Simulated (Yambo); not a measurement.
G0W0@PBEsol for CaS (rock salt, space group Fm-3m, No. 225) in Yambo. Reference settings: 4×4×4 Γ-centred k mesh, 103 bands and a 10 Ry block in the screening, 103 bands in G with the Bruneval-Gonze terminator, plasmon pole fitted at 27.2 eV. The PBEsol gap Γ → X on this mesh is 2.16 eV; G0W0 gaps are taken between the same points.

With and without the terminator, as bands are cut:

| bands in G (in W) | gap, terminator (eV) | gap, none (eV) | valence shift, terminator (eV) | valence shift, none (eV) |
|---|---|---|---|---|
| 36 (103) | 4.121 | 4.022 | -1.149 | -0.674 |
| 64 (103) | 4.129 | 4.095 | -1.175 | -0.956 |
| 103 (103) | 4.135 | 4.133 | -1.182 | -1.089 |

Over this range the gap spans 0.014 eV with the terminator and 0.111 eV without, the valence shift 0.033 eV and 0.415 eV. Neither column has reached its limit for certain.

Geometry relaxed with PBEsol; primitive cell a = b = c = 3.9819 Å, α = β = γ = 60.00°.

A shift is the quasiparticle energy of the state minus its PBEsol energy.
